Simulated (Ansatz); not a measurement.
W:
```
CELL_PARAMETERS angstrom
      2.75222     0.00000     0.00000
     -1.37611     2.38349     0.00000
      0.00000     0.00000     4.88872
ATOMIC_POSITIONS crystal
  W  0.33333 0.66667 0.75000
  W  0.66667 0.33333 0.25000
```

This is the PBEsol-relaxed structure.

Task: All from plane-wave PAW PBEsol (Ansatz code), unless another level is named. Give the highest zone-centre frequency.

Result: 215 cm⁻¹.

Task: And the bulk modulus (Birch–Murnaghan fit)?

Result: 291 GPa.

Space group P6_3/mmc (hcp (Mg type)). The start of the workflow was typed in or built on a structure type; the Crystallography Open Database copy checked does not list it. It is not the phase usual at ambient conditions (space group No. 229). The PBEsol relaxation kept the symmetry of its start; of distortions, only those at the zone centre were tested. No spin polarisation was allowed. As this level gives no gap, phonon frequencies hold no LO–TO term and depend on the k-mesh and smearing (Fermi–Dirac, 0.1 eV here). On the denser mesh and wider smearing of the elastic run this cell carries a stress of 0.3 GPa. Spin–orbit coupling is left out wherever it is not named.

Potentials: the later of the program's two PAW sets.
